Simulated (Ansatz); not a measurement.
LiPd:
Space group P-6m2 (No. 187); a = b = 2.740 Å, c = 4.150 Å, α = β = 90.00°, γ = 120.00°

```json
[
 {"atom": "Pd", "site": "1b", "symmetry": "-6m2", "x": "0.0000", "y": "0.0000", "z": "0.5000"},
 {"atom": "Li", "site": "1e", "symmetry": "-6m2", "x": "0.6667", "y": "0.3333", "z": "0.0000"}
]
```

Relaxed with PBEsol.

Q: Which orbitals make up the states near the Fermi level in PBEsol in the plane-wave PAW code Ansatz?

A: Within 0.5 eV of the Fermi level: Pd 4d 59 %, Li 2s 24 %, outside the projected shells 17 %. Projections are on Löwdin-orthogonalised atomic valence shells; empty p or d shells of many metals are not among them.

Q: Tabulate the density of states.

A: States/eV per cell of 2 atoms, in 0.25 eV bins, energy from the Fermi level.

```tsv
E (eV)	total	Pd 4d	Li 2s	Li 1s
-6.20	0.00	0.00	0.00	0.00
-5.95	0.08	0.01	0.05	0.00
-5.70	0.20	0.04	0.11	0.00
-5.45	0.24	0.06	0.12	0.00
-5.20	0.26	0.06	0.13	0.00
-4.95	0.29	0.07	0.15	0.00
-4.70	1.33	1.04	0.19	0.00
-4.45	1.88	1.48	0.27	0.00
-4.20	1.22	1.00	0.15	0.00
-3.95	2.11	1.93	0.12	0.01
-3.70	3.92	3.68	0.18	0.02
-3.45	3.57	3.17	0.34	0.02
-3.20	1.69	1.45	0.19	0.01
-2.95	2.77	2.44	0.21	0.00
-2.70	3.22	2.90	0.18	0.00
-2.45	3.50	3.09	0.16	0.00
-2.20	2.90	2.56	0.14	0.00
-1.95	3.03	2.75	0.12	0.00
-1.70	3.70	3.48	0.09	0.00
-1.45	2.66	2.50	0.08	0.00
-1.20	2.24	2.09	0.08	0.00
-0.95	0.78	0.63	0.08	0.00
-0.70	0.73	0.57	0.09	0.00
-0.45	0.73	0.55	0.10	0.00
-0.20	0.75	0.53	0.12	0.00
0.05	0.58	0.32	0.15	0.00
0.30	0.52	0.20	0.18	0.00
0.55	0.56	0.18	0.21	0.00
0.80	0.64	0.16	0.25	0.00
1.05	0.70	0.14	0.25	0.01
1.30	0.75	0.12	0.24	0.01
1.55	0.73	0.10	0.22	0.01
1.80	0.71	0.08	0.18	0.01
2.05	0.68	0.07	0.15	0.00
2.30	0.64	0.05	0.12	0.00
2.55	0.61	0.04	0.09	0.00
2.80	0.57	0.03	0.06	0.00
3.05	0.51	0.03	0.04	0.00
3.30	0.44	0.02	0.04	0.00
3.55	0.41	0.02	0.04	0.00
3.80	0.48	0.02	0.06	0.00
4.05	0.56	0.03	0.08	0.00
4.30	0.58	0.02	0.07	0.00
4.55	0.47	0.02	0.03	0.00
4.80	0.33	0.01	0.01	0.00
```

The workflow started from an entry of the Crystallography Open Database (COD), which files this formula under 2 space groups. Its standing as an ambient phase is unchecked. The cell was relaxed with PBEsol under the symmetry of its start; whether a distortion lowers the energy is not shown. No spin polarisation was allowed. Axis ratios of metals converge slowly with the k-mesh, so a and c are less sure than the volume. Scalar-relativistic: spin–orbit coupling is off unless named, which matters more the heavier the elements.

Potentials: the later of the program's two PAW sets.
